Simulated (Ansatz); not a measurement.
LiNbO3:
```xyz
10
Lattice="2.5685 1.4829 4.6287 -2.5685 1.4829 4.6287 0.0000 -2.9658 4.6287" Properties=species:S:1:pos:R:3 pbc="T T T"
Li     0.0000     0.0000     9.9812
Li     0.0000     0.0000     3.0382
Nb     0.0000     0.0000     0.0102
Nb     0.0000     0.0000     6.9532
O     -0.6530     1.4374     8.3936
O      1.5713    -0.1531     8.3936
O     -0.9183    -1.2842     8.3936
O     -1.6502     0.1987     6.0792
O      0.6530    -1.5284     6.0792
O      0.9971     1.3298     6.0792
```

Relaxed with r²SCAN. Special points in fractions of this cell's reciprocal vectors: Γ (0.000, 0.000, 0.000); T (0.500, 0.500, 0.500); H2 (0.765, 0.235, 0.500); H0 (0.500, -0.235, 0.235); L (0.500, 0.000, 0.000); S0 (0.368, -0.368, 0.000); S2 (0.632, 0.000, 0.368); F (0.500, 0.000, 0.500).

### Question
List the band energies nearest the valence-band maximum at these points for r²SCAN with spin–orbit coupling (plane waves, PAW; program Ansatz).

### Answer
In eV from the valence-band maximum; about four levels below and three above (degenerate sets whole), none deeper than 8.9 eV; points with the same levels are listed once.

```
k                     below                above
--  -----------------------  -------------------
Γ   -0.03 -0.03 -0.01 -0.01  4.05 4.05 4.07 4.07
T   -0.31 -0.31 -0.31 -0.31  5.07 5.07 5.07 5.07
H2  -0.27 -0.27 -0.25 -0.25  4.30 4.30 4.37 4.37
L   -0.21 -0.21 -0.20 -0.20  4.29 4.29 4.32 4.32
S0  -0.39 -0.38 -0.12 -0.11       3.97 4.03 4.48
F   -0.49 -0.49 -0.21 -0.21  4.14 4.14 4.57 4.57
```

Space group R3c. Symmetry was held in the r²SCAN relaxation. No spin polarisation was allowed.

Potentials: the earlier of the program's two PAW sets. The files were generated under PBE; for other functionals the program regenerates the frozen cores, and for LDA and PBEsol the local potential too.
